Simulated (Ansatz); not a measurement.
The relaxed structure here is a generated cell of ZrSe2: the first start was made by placing the elements on the sites of a structure type, and the end was not matched to a known phase here, so it may be hypothetical. Known forms of ZrSe2 include space group No. 164.

A structure of ZrSe$_{2}$ relaxed with PBEsol (plane waves to 420 eV, PAW, scalar-relativistic; Ansatz, a quantum-chemistry and plane-wave program); single points at other levels follow on the same geometry (Ansatz, PAW; HSE06 at 420 eV on a 6×6×4 k-mesh; no spin-orbit coupling). Space group P4₂/nmc (No. 137).

```
CELL_PARAMETERS angstrom
      4.59172     0.00000     0.00000
      0.00000     4.59172     0.00000
      0.00000     0.00000     6.61365
ATOMIC_POSITIONS crystal
  Zr 0.00000 0.00000 0.00000
  Zr 0.50000 0.50000 0.50000
  Se 0.00000 0.50000 0.29325
  Se 0.50000 0.00000 0.70675
  Se 0.00000 0.50000 0.79325
  Se 0.50000 0.00000 0.20675
```

| level | gap (eV) | kind | conduction minimum |
|---|---|---|---|
| PBEsol | 0.38 | indirect | Γ |
| HSE06 | [?] | – | [?] |

**Question.** What belongs in the gaps?

**Answer.** 
- HSE06, gap (eV): 1.05
- HSE06, conduction minimum: Γ

HSE06 gaps come from a coarse mesh plus a few chosen points, so they may be too large. No spin polarisation in the result.

The run could not lose the symmetry of its start: the end is stationary, and may be a saddle point rather than a minimum.

It was reached from a disturbed copy of a Fm-3m (No. 225) cell (fluorite type), against which it lies -0.06 eV/atom.
